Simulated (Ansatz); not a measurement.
MoS2:
```xyz
3
Lattice="1.5632 0.9025 5.9914 -1.5632 0.9025 5.9914 0.0000 -1.8050 5.9914" Properties=species:S:1:pos:R:3 pbc="T T T"
Mo     0.0000     0.0000     0.0003
S      0.0000     0.0000    13.5342
S      0.0000     0.0000    10.4304
```

Tensor components refer to the Cartesian frame of this cell.

Question: Give the high-frequency dielectric tensor and the Born effective charge tensors of the independent atoms from DFPT, the program Ansatz at the LDA level (PAW).

Answer: 
ε∞:
```
15.7  0.00  0.00
0.00  15.7  0.00
0.00  0.00  7.74
```
Z* of atom 1 (Mo), rows: field, columns: displacement, in e:
```
-1.12   0.00   0.00
 0.00  -1.12   0.00
 0.00   0.00  -0.91
```
Z* of atom 2 (S), rows: field, columns: displacement, in e:
```
0.57  0.00  0.00
0.00  0.57  0.00
0.00  0.00  0.52
```
Z* of atom 3 (S), rows: field, columns: displacement, in e:
```
0.55  0.00  0.00
0.00  0.55  0.00
0.00  0.00  0.39
```

Space group R3m. The cell was relaxed with LDA under the symmetry of its start. The run is not spin-polarised. A crystal of weakly bound layers computed without a dispersion correction: the cell and the soft elastic constants depend strongly on that. Spin–orbit coupling is left out wherever it is not named.

Potentials: the later of the program's two PAW sets.
